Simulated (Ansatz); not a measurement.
## SiO2: what each run costs

Cell: 12 atoms, space group P4_12_12, a = 4.971 Å, b = 4.971 Å, c = 6.928 Å, α = 90.00°, β = 90.00°, γ = 90.00°.

All runs are DFT with Ansatz 0.2.0 on 1 thread of Arm Neoverse V2 (aarch64; 8 cores open to the job, memory cap 2.5 GiB, no GPU), a shared host.

Problem. Rank the runs by wall time, shortest first.
A. single point at relaxed positions, r2SCAN, 500 eV, 5×5×4 k-points, smearing 0.02 eV
B. single point, PBE, 420 eV, 5×5×4 k-points, smearing 0.02 eV
C. relaxation of the ions, PBE, 420 eV, 5×5×4 k-points, smearing 0.02 eV

Solution. B (15 s, 0.4 GiB), A (31 s, 0.72 GiB), C (44 s, 0.43 GiB).
